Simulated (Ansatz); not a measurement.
Relaxed candidate structures of Y2Si:

A. P6/mmm (No. 191), hP3; a = b = 4.9942 Å, c = 3.1010 Å, α = β = 90.00°, γ = 120.00°; Si 1a (0.000, 0.000, 0.000); Y 2d (0.333, 0.667, 0.500)

B. Pa-3 (No. 205), cP12; a = b = c = 6.970 Å, α = β = γ = 90.00°; Si 4a (0.000, 0.000, 0.000); Y 8c (0.328, 0.328, 0.328)

C. Cmcm (No. 63), oS12; a = 4.186 Å, b = 11.658 Å, c = 6.423 Å, α = 90.00°, β = 90.00°, γ = 90.00°; Si 4c (0.000, 0.115, 0.250); Y 4b (0.000, 0.500, 0.000); Y 4c (0.000, 0.210, 0.750)

Put the candidates in order of energy per atom, lowest first, for r2SCAN (plane waves to 500 eV, PAW, scalar-relativistic; Ansatz, a quantum-chemistry and plane-wave program).

C (reference, the lowest among the structures calculated here), B (+0.16 eV/atom), A (+0.79 eV/atom)

Each run could gain symmetry but not lose that of its start, so entries can be saddle points. All of these are generated cells (placed on structure types, drawn at random, substituted or restacked) that were not matched to a known phase here. The real structure of this composition may not be among these, and whether this composition forms is not checked here. Energies are at zero temperature and pressure, without zero-point motion. The runs use different k-meshes, so differences are rounded accordingly. No spin polarisation in the result.
